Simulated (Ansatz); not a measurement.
Relaxed TiO2 (rutile):

```xyz
6
Lattice="4.6435 0.0000 0.0000 0.0000 4.6435 0.0000 0.0000 0.0000 2.9637" Properties=species:S:1:pos:R:3 pbc="T T T"
Ti     0.0000     0.0000     0.0000
Ti     2.3218     2.3218     1.4819
O      1.4168     1.4168     0.0000
O      3.7386     0.9049     1.4819
O      0.9049     3.7386     1.4819
O      3.2267     3.2267     0.0000
```

The numbers are results of PBE (plane waves to 420 eV, PAW, scalar-relativistic; Ansatz, a quantum-chemistry and plane-wave program), not measurements. k mesh 6×6×9 (Γ-centred), Fermi-Dirac smearing 0.05 eV. The PAW data are Ansatz's earlier set. TiO2 is run without spin polarisation. TiO2 was relaxed with its symmetry unable to fall.

One atom of the cell was then moved (with its periodic images), all else fixed, and the forces (eV/Å) came out as:

```csv
atom,Fx,Fy,Fz
Ti1,-0.556,0.000,0.000
Ti2,0.583,0.217,0.000
O3,-0.080,-0.065,0.000
O4,0.072,-0.059,0.000
O5,0.054,-0.045,0.000
O6,-0.074,-0.047,0.000
```

**Question.** Which atom was moved, and by which vector (Å)?

**Answer.** Ti2, by (-0.04, 0.00, 0.00), 0.04 Å in all.

(For displaced atoms, the force is minus the slope of the energy, and its curvature is a force constant, which sets phonon frequencies.)
